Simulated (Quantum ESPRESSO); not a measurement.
Kohn-Sham bands of Hf (hcp (Mg type))

```yaml
crystal:
  lattice:
    - [3.19238, 0.00000, 0.00000]
    - [-1.59619, 2.76468, 0.00000]
    - [0.00000, 0.00000, 5.04504]
  atoms:
    - { symbol: Hf, position: [0.33333, 0.66667, 0.25000] }
    - { symbol: Hf, position: [0.66667, 0.33333, 0.75000] }
```

Materials Project entry mp-103; symmetrised, unrelaxed at this level. This is the element's usual structure. Computed values, not measurements, from PBE: Quantum ESPRESSO (norm-conserving PseudoDojo potentials, cutoff 47 Ry, no spin polarisation, no spin-orbit coupling) on a Γ-centred 12×12×6 mesh, then Wannier90. Density: 18×18×8 mesh, cold smearing 0.01 Ry. Spin-orbit coupling is left out although heavy elements are present.

### Question
List the Kohn-Sham levels between −8 and 3.0 eV relative to the Fermi level at the high-symmetry points, as a band run of pw.x on that density gives them (levels within 2 meV counted together).

### Answer
| point | k (reciprocal lattice) | levels (eV) |
|---|---|---|
| Γ | 0.000 0.000 0.000 | -7.41, -3.74, 0.64, 1.17 (×2), 1.46, 2.00 (×2), 2.64 (×2) |
| M | 0.500 0.000 0.000 | -3.38, -2.78, -2.25, -0.82, 0.77, 0.87, 1.68 |
| K | 0.333 0.333 0.000 | -2.16, -1.82 (×2), -1.46, 0.36 (×2), 2.05 |
| A | 0.000 0.000 0.500 | -5.42 (×2), 0.14 (×2), 1.06 (×4) |
| L | 0.500 0.000 0.500 | -3.44 (×2), -1.00 (×2), 1.17 (×2), 2.65 (×2) |
| H | 0.333 0.333 0.500 | -1.78 (×2), -1.48 (×2), -0.21 (×2), 2.53 (×2) |
